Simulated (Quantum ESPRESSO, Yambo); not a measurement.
At a photon energy of 8.62 eV, RPA with local fields on LDA bands shifted by a G0W0 scissor of 1.64 eV (Quantum ESPRESSO and Yambo; 16×16×16 mesh, 15 bands, 4 Ry local-field block, 0.2 eV broadening) gives ε = 5.9 + 6i for AlN (zinc blende, space group F-43m, No. 216), field along x.

### Question
Work out n, κ, the normal-incidence reflectivity, the absorption coefficient and the penetration depth.

### Answer
|ε| = 8.41; n = √((|ε| + ε1)/2) = 2.68, κ = √((|ε| − ε1)/2) = 1.12. R = ((n − 1)² + κ²)/((n + 1)² + κ²) = 0.28. α = 2Eκ/(ħc) with ħc = 197.327 eV nm: 0.0980 per nm = 9.8 × 10⁵ per cm, a 1/e depth of 10 nm. The computed direct gap is 6.10 eV, and the energy scale of the real crystal may differ from it. Excitonic effects are left out, and values at one energy depend on mesh and broadening. The scissor comes from a G0W0 run whose convergence isn't established. Convergence of the RPA response with its 16×16×16 mesh was not tested.

Geometry relaxed with LDA; primitive cell a = 3.064 Å, b = 3.064 Å, c = 3.064 Å, α = 60.00°, β = 60.00°, γ = 60.00°.

This is not the ordinary phase of the substance; no match was found in the copy of COD used, and its stability was not checked.
